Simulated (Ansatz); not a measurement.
# Ag: energy along a strain

Ag, P6_3/mmc, a = 2.930 Å, c = 4.790 Å (as given, not relaxed at this level: -2.6 GPa). This isn't the element's structure at ambient conditions. Ansatz: r2SCAN, PAW, 500 eV, Γ-centred 18×18×10 mesh on 2 atoms, Gaussian smearing 0.15 eV; no spin polarisation. Cell vectors (Å): 2.930 0.000 0.000; -1.465 2.537 0.000; 0.000 0.000 4.790. The cell is strained by x per cent times the pattern (0 1 0 0 0 0) in the order xx yy zz yz xz xy (engineering shears), with fractional coordinates held. y is the free energy over the start, V0 = 17.806 Å³/atom.

```
x (%) y (meV/atom)
-6.00             ?
-4.50          3.59
-3.00         -1.71
-1.50         -2.69
 0.00          0.00
 1.50          5.89
 3.00         14.69
 4.50         26.09
 5.25         32.64
 6.00         39.67
```

**Question.** Fit y = c1 x + c2 x² + c3 x³ to the other rows, get the stiffness along the pattern, and predict the missing energy.

**Answer.** Least squares on the rows shown. y = 2.8917 x + 0.73193 x² − 0.018797 x³. The clamped-ion stiffness p·C·p = 2 × 7.319 eV × 160.2 / 17.806 Å³ = 132 GPa, which is C22 in these axes (second derivative at the start, which stands under stress). At x = -6.00 the fit asked for gives 13.06 meV/atom. The run gave 13.92 meV/atom, so the fit is 0.86 meV/atom too low, 2 % of the span of the series, against an rms of 0.06 meV/atom on the fitted rows. The row lies outside the fitted range. With a term in x⁴ added, a fit to the same known rows predicts 13.68 meV/atom, so most of the miss is curvature that the known rows already hold.